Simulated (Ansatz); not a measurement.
In plane-wave PAW PBE (Ansatz code), La in the dhcp (α-La type) structure (P6_3/mmc) relaxes to a = 3.764 Å, c = 12.100 Å.

Electronic character: metallic (no gap). Gap from PBE with spin–orbit coupling: none (metallic).

The bulk modulus is 24.9 GPa.

Symmetry was held in the PBE relaxation. Axis ratios of metals converge slowly with the k-mesh, so a and c are less sure than the volume. Spin–orbit coupling is left out wherever it is not named.

Potentials: the earlier of the program's two PAW sets.
